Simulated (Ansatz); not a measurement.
Bi (A7 (α-As type), R-3m) at seven volumes, r²SCAN+D4 in the plane-wave PAW code Ansatz, shape and atoms relaxed at each. One row is withheld.

```json
[
 {"V (Å³/atom)": "32.643", "P (GPa)": "3.90"},
 {"V (Å³/atom)": "33.719", "P (GPa)": "2.30"},
 {"V (Å³/atom)": "34.795", "P (GPa)": "1.00"},
 {"V (Å³/atom)": "35.871", "P (GPa)": "0.00"},
 {"V (Å³/atom)": "36.947", "P (GPa)": "-0.75"},
 {"V (Å³/atom)": "38.024", "P (GPa)": "?"},
 {"V (Å³/atom)": "39.100", "P (GPa)": "-1.64"}
]
```

Question: Fit the shown pressures and predict the withheld one.

Answer: P = (3/2)B₀(x^(7/2) − x^(5/2))[1 + (3/4)(B′ − 4)(x − 1)] with x = (V₀/V)^(2/3). Least squares on the six rows gives V₀ = 35.887 Å³/atom, B₀ = 28.1 GPa, B′ = 8.44. At V = 38.024, x = 0.9622 and P = -1.27 GPa. The run itself gave -1.31 GPa.

The r²SCAN+D4 relaxation kept the symmetry of its start. The pairwise dispersion correction was not fitted to metals. Scalar-relativistic: spin–orbit coupling is off unless named, which matters more the heavier the elements.

Potentials: the later of the program's two PAW sets.
